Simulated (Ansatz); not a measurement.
Mg (hcp (Mg type), P6_3/mmc) is relaxed with r²SCAN+D4 in the plane-wave PAW code Ansatz. What lattice parameters of the conventional cell result?

a = 3.228 Å, c = 5.147 Å.

Symmetry was held in the r²SCAN+D4 relaxation. The pairwise dispersion correction was not fitted to metals. Axis ratios of metals converge slowly with the k-mesh, so a and c are less sure than the volume.

Potentials: the later of the program's two PAW sets.
